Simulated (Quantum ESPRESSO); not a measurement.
# Ti6AuHf: one run as intended and one with a planted mistake

Computed values, not a measurement. The program is pw.x of Quantum ESPRESSO 7.5 (plane-wave density functional theory). The cell is made up: eight metal atoms on a hexagonal close-packed lattice, with elements, volume, strain and displacements drawn at random and not relaxed, so it may be unstable or far from any real phase. PseudoDojo standard norm-conserving files set the functional (PBE unless stated); there is no spin polarisation or spin-orbit coupling, the Fermi-Dirac width of 0.25 eV means electrons at about 2900 K, and the masses in the input are unused placeholders. Heavy elements are run without spin-orbit coupling, which real alloys of them have. A spin test at this wide smearing found no moment, but such smearing suppresses magnetism that the real alloy may have.

Intended input:

```
&control calculation='scf', pseudo_dir='./dojo.nc.sr.pbe.v0_5.standard.upf', outdir='./o', disk_io='minimal', tprnfor=.true., tstress=.true. /
&system ibrav=0, nat=8, ntyp=3, nbnd=69, ecutwfc=84.00895049, nosym=.true., tot_charge=0,
 occupations='smearing', smearing='fd', degauss=0.0183746611
/
&electrons conv_thr=1.470e-08, electron_maxstep=70, mixing_beta=0.5 /
ATOMIC_SPECIES
Au 1.0 Au.upf
Hf 1.0 Hf.upf
Ti 1.0 Ti.upf
CELL_PARAMETERS angstrom
-2.8797 -0.0014 -0.0078
-0.0099 5.0852 -4.6269
-0.0149 -5.0841 -4.6257
ATOMIC_POSITIONS angstrom
Ti -0.0107 -0.0529 -0.0379
Au -0.0143 1.6661 -2.398
Hf -0.0043 0.0269 -4.6428
Ti -0.1111 1.7175 -6.9059
Ti -1.4235 -0.906 -2.3336
Ti -1.4319 -2.5654 -4.6957
Ti -1.4273 -0.8294 -6.9903
Ti -1.429 2.496 -4.6413
K_POINTS automatic
8 4 4 1 1 1
```

The log is shortened where brackets say so; the opening notice, blank lines, dates and the lines on written files are dropped, and the path of the files is cut. It prints rydbergs, bohrs and kilobars, and counts compression as positive stress. Its total energy is the free energy E - TS of the whole cell.

Log of the intended run:

```
     Program PWSCF v.7.5
     Parallel version (MPI & OpenMP), running on       4 processor cores
     Number of MPI processes:                 4
     Threads/MPI process:                     1
     [start-up lines left out]
     bravais-lattice index     =            0
     lattice parameter (alat)  =       5.4419  a.u.
     unit-cell volume          =     914.2510 (a.u.)^3
     number of atoms/cell      =            8
     number of atomic types    =            3
     number of electrons       =       103.00
     number of Kohn-Sham states=           69
     kinetic-energy cutoff     =      84.0090  Ry
     charge density cutoff     =     336.0358  Ry
     scf convergence threshold =      1.5E-08
     mixing beta               =       0.5000
     number of iterations used =            8  plain     mixing
     Exchange-correlation= PBE
                           (   1   4   3   4   0   0   0)
     [axes and pseudopotential details left out]
   Cartesian axes
     site n.     atom                  positions (alat units)
         1        Ti     tau(   1) = (  -0.0037157  -0.0183699  -0.0131610  )
         2        Au     tau(   2) = (  -0.0049658   0.5785650  -0.8327225  )
         3        Hf     tau(   3) = (  -0.0014932   0.0093412  -1.6122452  )
         4        Ti     tau(   4) = (  -0.0385803   0.5964140  -2.3981227  )
         5        Ti     tau(   5) = (  -0.4943205  -0.3146149  -0.8103591  )
         6        Ti     tau(   6) = (  -0.4972374  -0.8908533  -1.6306151  )
         7        Ti     tau(   7) = (  -0.4956400  -0.2880150  -2.4274312  )
         8        Ti     tau(   8) = (  -0.4962304   0.8667537  -1.6117243  )
     number of k points=    64  Fermi-Dirac smearing, width (Ry)=  0.0184
                       cart. coord. in units 2pi/alat
        k(    1) = (  -0.0622899   0.0000215  -0.0776412), wk =   0.0312500
        k(    2) = (  -0.0620447  -0.0707821  -0.1554584), wk =   0.0312500
     [further k points left out]
     Dense  grid:    95079 G-vectors     FFT dimensions: (  32,  75,  75)
     Estimated max dynamical RAM per process >     362.11 MB
     Estimated total dynamical RAM >       1.35 GB
     Initial potential from superposition of free atoms
     starting charge     102.9885, renormalised to     103.0000
     Starting wfcs are   80 randomized atomic wfcs
     total cpu time spent up to now is        6.8 secs
     per-process dynamical memory:   288.4 Mb
     Self-consistent Calculation
     iteration #  1     ecut=    84.01 Ry     beta= 0.50
     Davidson diagonalization with overlap
     ethr =  1.00E-02,  avg # of iterations =  2.6
     total cpu time spent up to now is       23.0 secs
     total energy              =   -1118.70484512 Ry
     estimated scf accuracy    <       4.49451872 Ry
     iteration #  2     ecut=    84.01 Ry     beta= 0.50
     Davidson diagonalization with overlap
     ethr =  4.36E-03,  avg # of iterations =  4.2
     total cpu time spent up to now is       42.1 secs
     total energy              =   -1118.52503138 Ry
     estimated scf accuracy    <      34.87420735 Ry
     [iterations 3 to 21 left out]
     iteration # 22     ecut=    84.01 Ry     beta= 0.50
     Davidson diagonalization with overlap
     ethr =  1.71E-10,  avg # of iterations =  5.2
     total cpu time spent up to now is      347.1 secs
     total energy              =   -1121.56854237 Ry
     estimated scf accuracy    <       0.00000088 Ry
     iteration # 23     ecut=    84.01 Ry     beta= 0.50
     Davidson diagonalization with overlap
     ethr =  1.71E-10,  avg # of iterations =  2.7
     total cpu time spent up to now is      360.5 secs
     End of self-consistent calculation
     [lines on levels left out]
!    total energy              =   -1121.56854241 Ry
     estimated scf accuracy    <          4.2E-09 Ry
     smearing contrib. (-TS)   =      -0.16313322 Ry
     internal energy E=F+TS    =   -1121.40540919 Ry
     The total energy is F=E-TS. E is the sum of the following terms:
     one-electron contribution =    -364.31261841 Ry
     hartree contribution      =     223.40226640 Ry
     xc contribution           =    -185.75312849 Ry
     ewald contribution        =    -794.74192869 Ry
     convergence has been achieved in  23 iterations
     Forces acting on atoms (cartesian axes, Ry/au):
     atom    1 type  3   force =     0.00687152    0.00745400    0.00995921
     atom    2 type  1   force =     0.00454879    0.00831312    0.03592955
     atom    3 type  2   force =     0.00827282   -0.03528202   -0.02143670
     atom    4 type  3   force =     0.01459504    0.00401081   -0.03071313
     atom    5 type  3   force =    -0.00992612   -0.00043870    0.01708852
     atom    6 type  3   force =    -0.00735526   -0.01135897    0.00877683
     atom    7 type  3   force =    -0.00738724   -0.01376426   -0.01586111
     atom    8 type  3   force =    -0.00961954    0.04106601   -0.00374317
     Total force =     0.086414     Total SCF correction =     0.000168
     Computing stress (Cartesian axis) and pressure
          total   stress  (Ry/bohr**3)                   (kbar)     P=       96.97
   0.00073108  -0.00003462  -0.00001402          107.55       -5.09       -2.06
  -0.00003462   0.00050129   0.00000624           -5.09       73.74        0.92
  -0.00001402   0.00000624   0.00074527           -2.06        0.92      109.63
     init_run     :      6.47s CPU      6.76s WALL (       1 calls)
     electrons    :    352.09s CPU    353.70s WALL (       1 calls)
     forces       :      2.21s CPU      2.22s WALL (       1 calls)
     stress       :      7.74s CPU      7.76s WALL (       1 calls)
     [timing details left out]
     PWSCF        :   6m 8.59s CPU   6m10.54s WALL
     JOB DONE.
```

A second run has one planted mistake: one coordinate of one atom is wrong. The input lines that differ:

```
- Au -0.0143 1.6661 -2.398
+ Au -0.0143 1.8661 -2.398
```

Its log:

```
     Program PWSCF v.7.5
     Parallel version (MPI & OpenMP), running on       4 processor cores
     Number of MPI processes:                 4
     Threads/MPI process:                     1
     [start-up lines left out]
     bravais-lattice index     =            0
     lattice parameter (alat)  =       5.4419  a.u.
     unit-cell volume          =     914.2510 (a.u.)^3
     number of atoms/cell      =            8
     number of atomic types    =            3
     number of electrons       =       103.00
     number of Kohn-Sham states=           69
     kinetic-energy cutoff     =      84.0090  Ry
     charge density cutoff     =     336.0358  Ry
     scf convergence threshold =      1.5E-08
     mixing beta               =       0.5000
     number of iterations used =            8  plain     mixing
     Exchange-correlation= PBE
                           (   1   4   3   4   0   0   0)
     [axes and pseudopotential details left out]
   Cartesian axes
     site n.     atom                  positions (alat units)
         1        Ti     tau(   1) = (  -0.0037157  -0.0183699  -0.0131610  )
         2        Au     tau(   2) = (  -0.0049658   0.6480164  -0.8327225  )
         3        Hf     tau(   3) = (  -0.0014932   0.0093412  -1.6122452  )
         4        Ti     tau(   4) = (  -0.0385803   0.5964140  -2.3981227  )
         5        Ti     tau(   5) = (  -0.4943205  -0.3146149  -0.8103591  )
         6        Ti     tau(   6) = (  -0.4972374  -0.8908533  -1.6306151  )
         7        Ti     tau(   7) = (  -0.4956400  -0.2880150  -2.4274312  )
         8        Ti     tau(   8) = (  -0.4962304   0.8667537  -1.6117243  )
     number of k points=    64  Fermi-Dirac smearing, width (Ry)=  0.0184
                       cart. coord. in units 2pi/alat
        k(    1) = (  -0.0622899   0.0000215  -0.0776412), wk =   0.0312500
        k(    2) = (  -0.0620447  -0.0707821  -0.1554584), wk =   0.0312500
     [further k points left out]
     Dense  grid:    95079 G-vectors     FFT dimensions: (  32,  75,  75)
     Estimated max dynamical RAM per process >     362.11 MB
     Estimated total dynamical RAM >       1.35 GB
     Initial potential from superposition of free atoms
     starting charge     102.9885, renormalised to     103.0000
     Starting wfcs are   80 randomized atomic wfcs
     total cpu time spent up to now is        6.5 secs
     per-process dynamical memory:   288.4 Mb
     Self-consistent Calculation
     iteration #  1     ecut=    84.01 Ry     beta= 0.50
     Davidson diagonalization with overlap
     ethr =  1.00E-02,  avg # of iterations =  2.6
     total cpu time spent up to now is       22.2 secs
     total energy              =   -1118.79103327 Ry
     estimated scf accuracy    <       4.36241980 Ry
     iteration #  2     ecut=    84.01 Ry     beta= 0.50
     Davidson diagonalization with overlap
     ethr =  4.24E-03,  avg # of iterations =  4.2
     total cpu time spent up to now is       41.1 secs
     total energy              =   -1118.56563721 Ry
     estimated scf accuracy    <      34.21841753 Ry
     [iterations 3 to 22 left out]
     iteration # 23     ecut=    84.01 Ry     beta= 0.50
     Davidson diagonalization with overlap
     ethr =  4.11E-11,  avg # of iterations =  5.1
     total cpu time spent up to now is      370.3 secs
     total energy              =   -1121.56291949 Ry
     estimated scf accuracy    <       0.00000004 Ry
     iteration # 24     ecut=    84.01 Ry     beta= 0.50
     Davidson diagonalization with overlap
     ethr =  3.61E-11,  avg # of iterations =  2.1
     total cpu time spent up to now is      383.2 secs
     End of self-consistent calculation
     [lines on levels left out]
!    total energy              =   -1121.56291949 Ry
     estimated scf accuracy    <          6.6E-09 Ry
     smearing contrib. (-TS)   =      -0.16305734 Ry
     internal energy E=F+TS    =   -1121.39986215 Ry
     The total energy is F=E-TS. E is the sum of the following terms:
     one-electron contribution =    -366.74138656 Ry
     hartree contribution      =     224.60924959 Ry
     xc contribution           =    -185.76302845 Ry
     ewald contribution        =    -793.50469674 Ry
     convergence has been achieved in  24 iterations
     Forces acting on atoms (cartesian axes, Ry/au):
     atom    1 type  3   force =     0.00683885    0.01226244    0.00375147
     atom    2 type  1   force =     0.00599095   -0.03744029    0.02955311
     atom    3 type  2   force =     0.00803163   -0.02577677   -0.00604071
     atom    4 type  3   force =     0.01504014    0.00333272   -0.03066119
     atom    5 type  3   force =    -0.00955072    0.01025914    0.01624185
     atom    6 type  3   force =    -0.00783424   -0.01137001    0.01825798
     atom    7 type  3   force =    -0.00862279    0.00857036   -0.01511834
     atom    8 type  3   force =    -0.00989381    0.04016241   -0.01598417
     Total force =     0.088273     Total SCF correction =     0.000277
     Computing stress (Cartesian axis) and pressure
          total   stress  (Ry/bohr**3)                   (kbar)     P=      100.28
   0.00081477  -0.00003809  -0.00001489          119.86       -5.60       -2.19
  -0.00003809   0.00048281  -0.00000495           -5.60       71.02       -0.73
  -0.00001489  -0.00000495   0.00074748           -2.19       -0.73      109.96
     init_run     :      6.11s CPU      6.40s WALL (       1 calls)
     electrons    :    374.93s CPU    376.75s WALL (       1 calls)
     forces       :      2.22s CPU      2.24s WALL (       1 calls)
     stress       :      7.78s CPU      7.79s WALL (       1 calls)
     [timing details left out]
     PWSCF        :   6m31.16s CPU   6m33.31s WALL
     JOB DONE.
```

|  | intended run | run with the mistake |
| --- | --- | --- |
| free energy (eV) | -15259.717 | -15259.641 |
| entropy term -TS, part of it (eV) | -2.220 | -2.219 |
| pressure (GPa) | 9.70 | 10.03 |
| size of the largest force component (eV/Å) | 1.056 | 1.033 |
| largest change of a force component (eV/Å) |  | 1.176 |
| iterations | 23 | 24 |

For scale, a rerun of the intended cell at a higher cutoff and on a denser mesh moved values by no more than 0.002 eV in energy, 0.08 GPa in stress and 0.005 eV/Å in force, and a second program with other atomic files agreed on that cell to 2 % rms in force and 0.5 GPa in pressure.